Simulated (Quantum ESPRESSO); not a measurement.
Band energies of SiO2

```
CELL_PARAMETERS angstrom
     -2.47729     2.47729     3.65567
      2.47729    -2.47729     3.65567
      2.47729     2.47729    -3.65567
ATOMIC_POSITIONS crystal
  O  0.37500 0.22179 0.34679
  O  0.77821 0.12500 0.15321
  O  0.87500 0.02821 0.65321
  O  0.97179 0.62500 0.84679
  Si 0.00000 0.00000 0.00000
  Si 0.75000 0.25000 0.50000
```

PBEsol (Quantum ESPRESSO, PseudoDojo norm-conserving, 84 Ry, scalar-relativistic); path ΓXYSΓZS1NPY1Z,XP; energies in eV from the valence-band maximum.

```csv
k (1/Å),point,band 12,band 13,band 14,band 15,band 16,band 17,band 18,band 19
0.00,Γ,-1.62,-1.57,-0.69,0.00,0.00,5.93,8.72,10.53
0.22,,-1.63,-1.62,-0.66,-0.05,-0.05,6.26,8.92,10.03
0.67,,-2.01,-1.34,-0.73,-0.31,-0.28,8.20,9.56,9.76
0.90,X,-2.10,-0.99,-0.99,-0.34,-0.34,9.12,9.12,10.16
1.31,Y,-1.93,-1.09,-1.09,-0.47,-0.47,9.48,9.48,9.62
1.31,S,-1.57,-1.44,-1.14,-0.65,-0.27,9.08,9.38,9.38
1.68,,-1.72,-1.32,-0.77,-0.51,-0.14,7.57,9.43,9.80
1.86,,-1.70,-1.51,-0.68,-0.22,-0.07,6.76,9.25,9.68
2.23,Γ,-1.62,-1.57,-0.69,0.00,0.00,5.93,8.72,10.53
2.41,,-1.65,-1.65,-0.70,-0.04,-0.04,6.13,8.79,10.47
2.75,,-1.89,-1.89,-0.93,-0.24,-0.24,7.44,9.14,10.26
2.92,,-2.04,-1.81,-1.18,-0.31,-0.31,8.25,9.18,10.21
3.09,Z,-2.11,-1.48,-1.48,-0.33,-0.33,8.89,8.89,10.20
3.26,,-1.85,-1.51,-1.37,-0.41,-0.31,8.96,9.02,9.94
3.44,S1,-1.57,-1.44,-1.14,-0.65,-0.27,9.08,9.38,9.38
3.78,,-1.74,-1.35,-0.83,-0.61,-0.16,8.35,9.04,9.68
3.96,N,-1.64,-1.51,-0.80,-0.50,-0.14,8.20,8.99,9.68
4.27,,-1.50,-1.31,-0.99,-0.54,-0.19,8.64,9.20,9.64
4.43,,-1.65,-1.10,-1.03,-0.54,-0.30,9.05,9.40,9.63
4.59,P,-1.86,-1.02,-1.02,-0.45,-0.45,9.41,9.41,9.58
4.74,,-1.74,-1.08,-0.98,-0.54,-0.33,9.25,9.39,9.58
4.89,,-1.72,-1.11,-0.94,-0.60,-0.27,9.22,9.35,9.64
5.18,Y1,-1.93,-1.09,-1.09,-0.47,-0.47,9.48,9.48,9.62
5.31,,-1.92,-1.23,-1.23,-0.44,-0.44,9.31,9.31,9.72
5.55,,-2.05,-1.45,-1.45,-0.35,-0.35,8.94,8.94,10.12
5.67,Z,-2.11,-1.48,-1.48,-0.33,-0.33,8.89,8.89,10.20
5.67,X,-2.10,-0.99,-0.99,-0.34,-0.34,9.12,9.12,10.16
5.81,,-2.04,-0.99,-0.99,-0.37,-0.37,9.16,9.16,10.03
6.10,P,-1.86,-1.02,-1.02,-0.45,-0.45,9.41,9.41,9.58
```

The PBEsol gap is direct, 5.93 eV at Γ.

Geometry of the Materials Project entry, not relaxed at this level.

This is not the ordinary phase of the substance; no match was found in the copy of COD used, and its stability was not checked.
